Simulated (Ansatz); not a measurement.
Single point in Ansatz 0.2.0 with PBE, no spin polarisation. Cutoff 420 eV, PAW datasets, 12×12×12 Γ-centred k mesh, fermi-dirac filling (width 0.1 eV).

Computed maps in the lattice plane spanned by a (left to right, 3.36 Å, 10 points from zero) and b (bottom to top, 3.36 Å, 10 points from zero), 90° apart, at height 0.000 along c. The fields are smooth PAW ones with compensation charges, not the true ones near nuclei.

Valence density. Digits on a logarithmic scale: 0 up to 0.03 e/Å³, each further digit a factor of 1.6, 9 from 1.3 e/Å³ up:
```
9985333589
8865555568
5556898655
3358999853
3359999953
3358999853
5556898655
8865555568
9985333589
9985333589
```

ELF. Ten even steps from '0' (0.06) to '9' (1.00):
```
0021000120
2220121022
2102676201
1016777610
0027737720
1016777610
2102676201
2220121022
0021000120
9022101220
```

**Question.** The cell is GaF. Which atoms lie within 0.2 Å of this plane, and where (fractions of a and b)?

**Answer.** Ga at (0.00, 0.00), F at (0.50, 0.50). The whole cell:
```
Ga F
1.0
     0.00000    3.36387    0.00000
     3.36387    0.00000    0.00000
     1.68193    1.68193   -2.72740
Ga F
1 1
Direct
  0.00000 0.00000 0.00000
  0.50000 0.50000 0.00000
```

Origin: a known structure type with other elements, at an estimated volume, so it need not be a known compound.
